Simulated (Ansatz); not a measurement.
Compressing CuPt: a fit and a missing row

CuPt, R-3m, a = 2.702 Å, c = 12.723 Å. The structure is a Materials Project entry; whether it is the stable form wasn't checked. Ansatz: PBEsol, PAW, 420 eV, Γ-centred 18×18×18 mesh on 2 atoms, Gaussian smearing 0.10 eV; no spin polarisation. Shape and atoms are relaxed at each volume; pressure is positive in compression.

```tsv
V (Å³/atom)	P (GPa)
11.795	?
12.197	27.51
12.599	16.61
13.001	7.55
13.404	0.01
13.806	-6.25
14.208	-11.43
14.744	-16.94
```

**Question.** Take V0 = 13.404 Å³/atom, count pressures from its P0 = 0.01 GPa, fit the third-order Birch–Murnaghan form to the other rows, and predict the missing pressure.

**Answer.** With the Eulerian strain f = ½[(V0/V)^(2/3) − 1] and y = (P − P0)/[3f(1 + 2f)^(5/2)], the form is the line y = B0 + 1.5 B0 (B0′ − 4) f. Rows (f, y): 0.03246, 241.3; 0.02108, 236.7; 0.01028, 232.4; -0.00975, 224.8; -0.01905, 220.6; -0.03077, 215.2. Means f = 0.0007083, y = 228.50; Σ(Δf)² = 0.003005, ΣΔfΔy = 1.224; the slope is their ratio. y = 228.2 + 407.3 f GPa, so B0 = 228.2 GPa and B0′ = 4 + 2 × (407.3)/(3 × 228.2) = 5.19. At V = 11.795, f = 0.04450, y = 246.32 and P = 40.71 GPa. The run gave 40.62 GPa, so the fit is 0.09 GPa too high, a small miss on the scale of the series.

Spin–orbit coupling is left out, which can shift energies with elements as heavy as these.